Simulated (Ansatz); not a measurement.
Ansatz input file:

```yaml
crystal:
  lattice:
    - [15.0, 0.0, 0.0]
    - [0.0, 15.5, 0.0]
    - [0.0, 0.0, 16.0]
  atoms:
    - { symbol: Br, position: [0.5, 0.5, 0.5], spin: 1.0 }
  symmetry: { detect: false }
basis:
  ecutwfc: 500
kpoints:
  mp_grid: { grid: [1, 1, 1] }
hamiltonian:
  xc: r2scan
scf:
  occupations: { method: gaussian, width: 0.005 }
output:
  forces: true
  eigenvalues: true
  populations: true
magnetization:
  spin_polarized: true
```

Run as
```bash
ansatz run input.yaml --threads 8 --pin off --max-ram 22528MiB --backend cpu --events-out ev --progress --plain --runs-dir out
```

Theory: Ansatz 0.2.0, DFT r2SCAN, scalar-relativistic, plane waves, PAW.

Part of what the program printed, abridged:

```
Pseudopotentials: kind: paw
Pseudopotential: Br, paw, valence charge 7, recommended cutoff 500 eV (meta_gga)
Functional definition: r2SCAN
Crystal: 1 atom, lattice volume = 3720.000 Å³
Basis set: ecut = 500 eV, 94389 PW (Γ), exchange–correlation on 480×480×480 points (64 copies of the dense FFT grid, shifted against one another)
Bands: 8, of which v1, the nominal top of the filled ones, is band 4 counted from 1 (3 counted from 0)
Symmetry: 1 space group operations
k-points: 1
Initial density: superposition of atomic densities (neutral atoms: chi_scale 0, normalization atom)
Starting moments: Σ|m| = 1 μB on 1 of 1 site
Initial wavefunctions: pseudopotential atomic-orbital guess
Functional: x = r2scan, c = r2scan; τ floored in thin density (d = 2e-4 eV/Å³)
SCF iter   1: F=—  HF=-2791.242103 eV  |F-HF|=—  |Δ(HF+E_count)|=         —  Δρ=2.09e-4 (↑2.09e-4 ↓2.00e-4) dr2=1.61e-3  dr2_τ=7.08e-4  dr2_m=1.28e-3  M=1.000 μB ∫|m|=1.003 μB  β_m=0.30  ethr=2.28e-5  ⟨swp⟩=4.5  Hψ=183  notcnv=0
spin=Collinear: Resta preconditioning applied to the charge; magnetization (m = ρ↑ − ρ↓) channel mixes plain (no charge-response kernel on spin).
SCF iter   2: F=—  HF=-2791.242145 eV  |F-HF|=—  |Δ(HF+E_count)|=   4.12e-5  Δρ=1.62e-4 (↑1.62e-4 ↓1.44e-4) dr2=5.89e-4  dr2_τ=4.28e-4  dr2_m=7.32e-4  M=1.000 μB ∫|m|=1.003 μB  β_m=1.00  ethr=2.28e-5  ⟨swp⟩=10.5  Hψ=83  notcnv=0  defer=1  κ⁻¹=1.0e0(r=1)
spin-set hold released at iteration 2 (site moments show no strong build): the magnetisation degrees of freedom join the quasi-Newton model from the next iteration; the mixer history was kept
SCF iter   3: F=—  HF=-2791.245388 eV  |F-HF|=—  |Δ(HF+E_count)|=   3.24e-3  Δρ=1.22e-3 (↑4.15e-5 ↓1.22e-3) dr2=4.55e-2  dr2_τ=1.97e-4  dr2_m=1.27e-2  M=1.000 μB ∫|m|=1.004 μB  β_m=1.20  ethr=8.42e-6  ⟨swp⟩=7.0  Hψ=66  notcnv=0  κ⁻¹=1.6e-2(r=2)
SCF iter   4: F=—  HF=-2791.246269 eV  |F-HF|=—  |Δ(HF+E_count)|=   8.82e-4  Δρ=2.03e-3 (↑3.30e-5 ↓2.03e-3) dr2=1.27e-1  dr2_τ=5.59e-4  dr2_m=3.50e-2  M=1.000 μB ∫|m|=1.007 μB  β_m=1.20  ethr=8.42e-6  ⟨swp⟩=7.0  Hψ=49  notcnv=0  κ⁻¹=8.6e-3(r=3)
SCF iter   5: F=—  HF=-2791.254156 eV  |F-HF|=—  |Δ(HF+E_count)|=   7.89e-3  Δρ=3.97e-3 (↑3.79e-5 ↓3.97e-3) dr2=4.87e-1  dr2_τ=2.05e-3  dr2_m=1.32e-1  M=1.000 μB ∫|m|=1.024 μB  β_m=1.20  ethr=8.42e-6  ⟨swp⟩=5.5  Hψ=42  notcnv=0  κ⁻¹=4.0e-3(r=3)
SCF iter   6: F=—  HF=-2791.267951 eV  |F-HF|=—  |Δ(HF+E_count)|=   1.38e-2  Δρ=3.95e-3 (↑6.08e-5 ↓3.95e-3) dr2=4.90e-1  dr2_τ=1.98e-3  dr2_m=1.29e-1  M=1.000 μB ∫|m|=1.026 μB  β_m=1.20  ethr=8.42e-6  ⟨swp⟩=4.5  Hψ=42  notcnv=0
Mixer restart at iter 6: flushing history
SCF iter   7: F=—  HF=-2791.599715 eV  |F-HF|=—  |Δ(HF+E_count)|=   3.32e-1  Δρ=1.28e-3 (↑1.26e-3 ↓1.28e-3) dr2=1.99e-1  dr2_τ=9.61e-4  dr2_m=2.22e-4  M=1.000 μB ∫|m|=1.089 μB  β_m=1.20  ethr=8.42e-6  ⟨swp⟩=9.0  Hψ=103  notcnv=0  κ⁻¹=1.0e0(r=1)
SCF iter   8: F=—  HF=-2791.538590 eV  |F-HF|=—  |Δ(HF+E_count)|=   6.11e-2  Δρ=6.21e-4 (↑5.16e-4 ↓6.21e-4) dr2=4.02e-2  dr2_τ=8.34e-4  dr2_m=1.97e-4  M=1.000 μB ∫|m|=1.097 μB  β_m=1.20  ethr=8.42e-6  ⟨swp⟩=6.0  Hψ=75  notcnv=0  κ⁻¹=1.8e-1(r=2)
SCF iter   9: F=—  HF=-2791.527853 eV  |F-HF|=—  |Δ(HF+E_count)|=   1.07e-2  Δρ=5.21e-5 (↑5.21e-5 ↓3.14e-5) dr2=1.43e-4  dr2_τ=4.08e-6  dr2_m=1.44e-5  M=1.000 μB ∫|m|=1.104 μB  β_m=1.20  ethr=8.42e-6  ⟨swp⟩=8.0  Hψ=75  notcnv=0  defer=1  κ⁻¹=5.2e-3(r=3)
SCF iter  10: F=—  HF=-2791.528195 eV  |F-HF|=—  |Δ(HF+E_count)|=   3.42e-4  Δρ=2.88e-5 (↑2.42e-5 ↓2.88e-5) dr2=5.77e-5  dr2_τ=1.13e-5  dr2_m=4.73e-7  M=1.000 μB ∫|m|=1.104 μB  β_m=1.20  ethr=2.04e-6  ⟨swp⟩=7.5  Hψ=65  notcnv=0  defer=1  κ⁻¹=1.2e-4(r=4)
SCF iter  11: F=—  HF=-2791.527983 eV  |F-HF|=—  |Δ(HF+E_count)|=   2.12e-4  Δρ=1.10e-5 (↑1.10e-5 ↓9.43e-6) dr2=7.34e-6  dr2_τ=8.33e-7  dr2_m=2.00e-7  M=1.000 μB ∫|m|=1.105 μB  β_m=1.20  ethr=8.24e-7  ⟨swp⟩=7.0  Hψ=59  notcnv=0  defer=1  κ⁻¹=3.0e-5(r=5)
SCF iter  12: F=—  HF=-2791.528043 eV  |F-HF|=—  |Δ(HF+E_count)|=   6.02e-5  Δρ=3.88e-6 (↑3.35e-6 ↓3.88e-6) dr2=1.34e-6  dr2_τ=1.41e-7  dr2_m=1.07e-8  M=1.000 μB ∫|m|=1.105 μB  β_m=1.20  ethr=1.05e-7  ⟨swp⟩=6.0  Hψ=57  notcnv=0  defer=1  κ⁻¹=4.4e-6(r=6)
SCF iter  13: F=—  HF=-2791.528074 eV  |F-HF|=—  |Δ(HF+E_count)|=   3.08e-5  Δρ=8.27e-7 (↑8.27e-7 ↓7.50e-7) dr2=7.81e-8  dr2_τ=5.80e-9  dr2_m=3.93e-9  M=1.000 μB ∫|m|=1.105 μB  β_m=1.20  ethr=1.43e-9  ⟨swp⟩=12.5  Hψ=179  notcnv=0  κ⁻¹=4.6e-7(r=7)
SCF iter  14: F=-2791.528082 eV  HF=-2791.528076 eV  |F-HF|=6.12e-6  |Δ(HF+E_count)|=   2.53e-6  Δρ=5.55e-7 (↑3.55e-7 ↓5.55e-7) dr2=1.69e-8  dr2_τ=2.26e-9  dr2_m=7.42e-10  M=1.000 μB ∫|m|=1.105 μB  ethr=1.12e-9  ⟨swp⟩=9.5  Hψ=107  notcnv=0
SCF 1 converged in 14 iterations: F = -2791.528082 eV  dr2 = 1.69e-8
iteration 14: the least curvature of the free energy that was read at this close is 0.002 (0.367 in the run's own bands): near zero (its residual is 0.005), and the free energy falls along no way that was tried (none was if the reading's last walks met no value under 0.05)
at 1 of the mixer's solves, the last at iteration 5, it left a direction of its history that read negative out of its fit and stepped the other way along it
this state was not tested for a lower state beside it, because the mixer in use, unlike msr1, does not test its closes by its own steps (another_mixer; see scf.mixing.algorithm and scf.lower_state_search)
SCF converged after 14 iterations
Magnetization: 1.0000 μB (4.0000 up, 3.0000 down)
Absolute magnetization: 1.0905 μB (∫|ρ↑−ρ↓|, with the PAW one-centre terms)
Spin contamination: 0.0047 ħ² per cell (⟨S²⟩ above its minimum at these occupations)
Per-site moments (μB) at R_I (Å): [(1.00000004, 6.1875)]
Free energy (F): -2791.528082 eV
Harris-Foulkes:  -2791.528076 eV  (|F-HF|=6.12e-6)
Internal energy: -2791.528082 eV  (E = F + TS)
E sigma→0 (E₀):  -2791.528082 eV
Fermi energy:    -7.212902 eV
--- Per-component energies (eV) ---
  E_band       = -82.390722
  E_kinetic    = 131.789321
  E_local      = -651.692368  (includes V_loc(G=0)·N_el)
  E_nonlocal   = 69.577014
  E_hartree    = 242.166310
  E_xc         = -248.341464
  E_vxc        = -112.255937  (∫ρ·V_xc dr)
  E_paw        = -2270.335696  (= ΣΔE_a)
  E_vpaw       = -10.803268  (= ΣTr[D̂ρ^β])
  E_aug_tail   =  0.000000  (compensation charges beyond the density's cutoff)
  E_vtau       = 6.662032  (kinetic-family band-sum trace: ∫τ·v_τ [+ j·A + Jᵃ·Aᵃ] dr)
  E_ewald      = -64.533006
  E_core_change = -0.158194  (= ΣΔE_core)
  E_smearing   =  0.000000  (= −TS)
--- Forces (eV/Å), atoms counted from 1 ---
  atom   1  Br     0.00000000    -0.00000001    -0.00000003
--- Band table (eV) ---
  k-point 0 ↑: bands = ["-21.3391", "-9.5693", "-8.0514", "-8.0513", "-0.0399", "0.4716", "0.6223", "0.6422"]
  k-point 0 ↓: bands = ["-20.0147", "-7.6825", "-7.6825", "-6.7433", "0.0085", "0.5475", "0.6441", "0.6608"]
--- Löwdin populations: 1 site ---
  site symbol q [e]    m [muB]
     0     Br      6.9949     0.9962
  spilling = 0.000723 (of n_electrons = 7.000000)
```

The run converged.

The state reached may not be the lowest one.